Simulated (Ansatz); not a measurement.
CdSe (wurtzite)

```yaml
crystal:
  lattice:
    - [4.33999, 0.00000, 0.00000]
    - [-2.17000, 3.75854, 0.00000]
    - [0.00000, 0.00000, 7.07803]
  atoms:
    - { symbol: Cd, position: [0.66667, 0.33333, 0.00056] }
    - { symbol: Cd, position: [0.33333, 0.66667, 0.50056] }
    - { symbol: Se, position: [0.66667, 0.33333, 0.62464] }
    - { symbol: Se, position: [0.33333, 0.66667, 0.12464] }
```

Scan: atom 2 (Cd, nearest neighbour Se at 2.655 Å; its periodic images, 4.3 Å or more away, move with it) is displaced along Cartesian x, direction (1.000, 0.000, 0.000) in Cartesian axes, by s. The other atoms stay.

Level of theory: r2SCAN (plane waves to 500 eV, PAW, scalar-relativistic; Ansatz, an electronic-structure program). k mesh 7×7×4 (Γ-centred), Fermi-Dirac smearing 0.05 eV. The energy includes the smearing's −TS. CdSe was relaxed with its symmetry unable to fall. The zero of ΔE is the undisplaced structure.

```tsv
s (Å)	ΔE (meV/cell)
-0.800	2130
-0.640	1209
-0.480	610
-0.320	withheld
-0.160	59
0.000	0
0.160	59
0.320	withheld
0.480	610
0.640	1209
0.800	2130
```

### Question
Fit an even polynomial form (powers 2, 4) to the given rows and predict ΔE at s = -0.320.

### Answer
Least squares on the 9 given rows: ΔE = (2273)·s² + (1650)·s⁴, in meV/cell with s in Å; root-mean-square residual 0.9 meV/cell. At -0.320 the fit gives 250 meV/cell; the calculation gives 248 meV/cell, so the interpolation is off by 2 (+0.8 %). The quadratic term alone would give 233 meV/cell.

(A displaced cell: forces are minus the slopes of the energy, force constants its curvatures, and phonons follow from these.)
